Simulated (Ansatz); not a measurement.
A geometry of Ni away from equilibrium: step 2 of the relaxation of a relaxed Ni cell, doubled along one cell vector, shaken by Gaussian noise of σ = 0.08 Å a coordinate. Method: r2SCAN (plane waves to 500 eV, PAW, scalar-relativistic; Ansatz, a quantum-chemistry and plane-wave program). Γ-centred k-mesh 16×8×16 on the run's cell (coarser than for final values), Fermi–Dirac smearing 0.05 eV.

```
Ni
1.0
    0.00078     1.73944     1.74182
    3.48258     0.00380     3.48139
    1.74165     1.73868     0.00154
Ni
2
Direct
  0.00318   0.99209   0.01348
  0.01030   0.48048   0.05705
```
Spin-polarised start, with parallel moments on Ni.

Task: Give the Cartesian forces on all atoms (eV/Å).

Result: 
| atom | Fx | Fy | Fz |
|---|---|---|---|
| Ni1 | -0.10 | 0.44 | -0.28 |
| Ni2 | 0.10 | -0.44 | 0.28 |

Task: What is the pressure?

Result: +0.8 GPa, compression positive.

Task: How far above the relaxed end point is this geometry?

Result: 0.01 eV/atom; the path ends in Fm-3m (No. 225) (fcc (Cu type)).

Spin state reached: ferromagnetic (net 0.74 μB/atom), from parallel starting moments; other spin orders were not run from this start. r2SCAN tends to overstate moments in metals.

The run could not lose the symmetry of its start.
